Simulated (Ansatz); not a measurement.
CdSe:
```
CdSe
1.0
    0.00000     3.04090     3.04090
    3.04090     0.00000     3.04090
    3.04090     3.04090     0.00000
Se Cd
1 1
Cartesian
  4.56134   4.56134   4.56134
  0.00000   0.00000   0.00000
```

Cartesian axes are those of the cell as given.

**Question.** Give the proper piezoelectric stress tensor with relaxed ions from PBEsol (plane waves, PAW; program Ansatz).

**Answer.** In C/m², rows x, y, z, Voigt columns; mesh uncertainty up to 0.01.
```
 0.00   0.00   0.00  -0.13   0.00   0.00
 0.00   0.00   0.00   0.00  -0.13   0.00
 0.00   0.00   0.00   0.00   0.00  -0.13
```

The elastic tensor of the same run (GPa):

```csv
,1,2,3,4,5,6
1,63.8,46.2,46.2,0.0,0.0,0.0
2,46.2,63.8,46.2,0.0,0.0,0.0
3,46.2,46.2,63.8,0.0,0.0,0.0
4,0.0,0.0,0.0,22.5,0.0,0.0
5,0.0,0.0,0.0,0.0,22.5,0.0
6,0.0,0.0,0.0,0.0,0.0,22.5
```

**Question.** Convert to strain constants d = e·S.

**Answer.** In pC/N:
```
 0.0   0.0   0.0  -5.7   0.0   0.0
 0.0   0.0   0.0   0.0  -5.7   0.0
 0.0   0.0   0.0   0.0   0.0  -5.7
```

Space group F-43m (zinc blende). The cell was relaxed with PBEsol under the symmetry of its start.

Potentials: the later of the program's two PAW sets.
